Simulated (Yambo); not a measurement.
TlBiS₂ (space group R-3m, No. 166), G0W0@LDA in Yambo with this input:

```
rim_cut
gw0
dyson
el_el_corr
HF_and_locXC
ppa
em1d
RandQpts= 1000000
RandGvec= 1 Ry
EXXRLvcs= 70 Ry
VXCRLvcs= 280 Ry
Chimod= "HARTREE"
% BndsRnXp
 1 | 117 |
%
NGsBlkXp= 6 Ry
% LongDrXp
 1.0 | 1.0 | 1.0 |
%
PPAPntXp= 27.2114 eV
% GbndRnge
 1 | 117 |
%
GTermKind= "BG"
DysSolver= "n"
ExtendOut
```

On a 4×4×4 mesh, with wavefunctions cut at 70 Ry, the gap (Γ → Γ) is 0.660 eV and the valence edge shifts by -0.329 eV.

Task: What happens with this change: 2×2×2 mesh?

Result: The gap falls by 0.052 eV, to 0.608 eV; the shift of the valence edge becomes -0.258 eV. Neither run is shown to be the converged limit.

The standard potentials for Bi, Tl keep a d shell in the valence without the s and p states of that shell. In tests on such compounds this moved G0W0 gaps by up to about 0.9 eV, so absolute quasiparticle energies here are unreliable; differences between settings are what counts.

Spin-orbit coupling is not included.

Geometry of the Materials Project entry, not relaxed at this level; primitive cell a = 7.780 Å, b = 7.780 Å, c = 7.780 Å, α = 30.73°, β = 30.73°, γ = 30.73°.

A shift is the quasiparticle energy of the state minus its LDA energy.
